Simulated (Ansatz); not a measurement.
A 14-atom cell of SiGe₅N₈ built on β-Si3N4 (relaxed group Pm): an Ansatz output whose functional has been blanked. Cell and atoms come from a relaxation with r2SCAN.

```xyz
14
Lattice="7.9730 0.0000 -0.0107 0.0000 3.0498 0.0000 -3.9958 0.0000 6.9076" Properties=species:S:1:pos:R:3 pbc="T T T"
Ge    1.4311    1.5249    5.7501
Si    5.6510    0.0000    1.6110
Ge    3.7346    0.0000    4.0780
Ge    0.2063    1.5249    2.7766
Ge   -1.6864    1.5249    5.2884
Ge    2.5754    0.0000    1.1868
N     0.0006    1.5249    4.6012
N     4.0483    0.0000    2.2738
N     2.8719    1.5249    4.6005
N     1.4924    0.0000    6.7814
N    -2.5692    0.0000    4.8349
N     6.4524    1.5249    2.0549
N     1.0714    0.0000    2.2486
N     2.5608    1.5249    0.1923
```

```
scf.n_extra_bands = 7 over 57 filled bands (N_el = 114.0): the run solves 64 bands
Crystal: 14 atoms, lattice volume = 167.837 Å³
Basis set: ecut = 500 eV, 4325 PW (Γ)
Symmetry: 2 space group operations
Space group: Pm (ITA 6)
k-points: 50 of 128 (time reversal used)
SCF converged after 8 iterations
Free energy (F): -25236.851599 eV
Fermi energy:    8.534784 eV
--- Per-component energies (eV) ---
  E_band       = -735.579770
  E_kinetic    = 1667.440144
  E_local      = -14842.211574
  E_nonlocal   = 2512.113905
  E_hartree    = 6384.177020
  E_xc         = -875.851810
  E_vxc        = -1068.937158
  E_paw        = -11748.811686
  E_vpaw       = -1832.614724
  E_vtau       = 60.277096
  E_ewald      = -8327.966087
  E_core_change = -5.741778
--- Forces (eV/Å), atoms counted from 1 ---
  atom   1  Ge      0.00078      0.00000    -0.00210
  atom   2  Si      0.00162      0.00000      0.00071
  atom   3  Ge      0.00080      0.00000      0.00027
  atom   4  Ge      0.00032      0.00000      0.00165
  atom   5  Ge      0.00079      0.00000    -0.00018
  atom   6  Ge    -0.00123      0.00000    -0.00055
  atom   7  N       0.00030      0.00000      0.00060
  atom   8  N     -0.00029      0.00000      0.00054
  atom   9  N     -0.00034      0.00000      0.00025
  atom  10  N     -0.00027      0.00000      0.00110
  atom  11  N     -0.00056      0.00000    -0.00142
  atom  12  N     -0.00205      0.00000    -0.00075
  atom  13  N       0.00044      0.00000      0.00003
  atom  14  N     -0.00032      0.00000    -0.00014
--- Stress (GPa, compression-positive) ---
        0.001806       0.000000      -0.000122
        0.000000      -0.001024       0.000000
       -0.000097       0.000000      -0.005224
  P = ⅓ Tr σ = -0.0015 GPa (-0.015 kbar)
--- Band table (eV; the first three rows and the last of 50) ---
  k-point 0: bands = […, 7.5356, 7.6932, 7.7155, 8.0841, 8.2522, 8.5348, 11.6026, 12.7478, 12.8788, 13.1041, …]
  k-point 1: bands = […, 7.1756, 7.3685, 7.5379, 8.0599, 8.2984, 8.5226, 12.1305, 12.8646, 13.0228, 13.1916, …]
  k-point 2: bands = […, 6.8192, 7.2819, 7.3043, 8.0177, 8.3554, 8.5013, 12.6528, 12.9852, 13.1588, 13.2906, …]
  k-point 49: bands = […, 6.9654, 7.0119, 7.3008, 7.3478, 7.5265, 7.6220, 13.1825, 13.4929, 14.1348, 14.2293, …]
```

The file bands.tsv (bands near the Fermi energy, numbered from 0, rounded):
```tsv
# k_distance	band_52	band_53	band_54	band_55	band_56	band_57	band_58	band_59	band_60
# fermi_ev = 8.534784
# [0, 0, 0] at k_distance = 0.000000
# [0, 0.5, 0] at k_distance = 1.030095
# [0.5, 0.5, -0.5] at k_distance = 1.484594
# [0.5, 0, -0.5] at k_distance = 2.514689
# [0.5, 0, 0] at k_distance = 2.969844
# [0.5, 0.5, 0] at k_distance = 3.999939
# [0, 0.5, 0.5] at k_distance = 4.454438
# [0, 0, 0.5] at k_distance = 5.484533
# levels_relative_to = fermi_ev
0.000	-0.842	-0.819	-0.451	-0.283	0.000	3.068	4.213	4.344	4.569
1.030	-1.398	-1.266	-1.245	-1.224	-1.163	4.834	4.892	5.016	5.174
1.485	-1.523	-1.234	-1.187	-1.008	-0.913	4.648	4.958	5.600	5.695
2.515	-1.228	-1.105	-0.582	-0.193	-0.019	4.039	4.397	4.576	4.717
2.970	-1.215	-1.139	-0.538	-0.205	-0.020	3.862	4.317	4.699	4.810
4.000	-1.629	-1.264	-1.191	-0.902	-0.860	4.380	4.632	5.678	6.053
4.454	-1.565	-1.214	-1.207	-0.933	-0.892	4.458	4.703	5.661	5.720
5.485	-1.253	-1.231	-0.517	-0.179	-0.034	4.118	4.450	4.624	4.756
```
In order the rows are Γ, Z, D, B, A, E, C₂, Y₂.

Q: Which level of theory was used?
A. r2SCAN
B. r2SCAN0
C. LDA
D. PBE

A: A. r2SCAN. The term E_vtau belongs to a meta-GGA, which reads the kinetic-energy density. There is no exchange loop, so no exact exchange. The stress vanishes on a cell relaxed with r2SCAN. r2SCAN gives a direct gap of 3.07 eV at Γ. Within one family of functionals the choice rests on the size of the gap and stress, not on a line of the log.

It took 21 s on 1 × NVIDIA H100 80GB HBM3 with 2 threads of AMD EPYC 7R13 Processor (Zen 3) (shared host), load about 0.8 per core; peak host memory 1.3 GiB.

No spin polarisation. The prototype was imposed, so other structures may be more stable.

Spin-orbit coupling is left out.
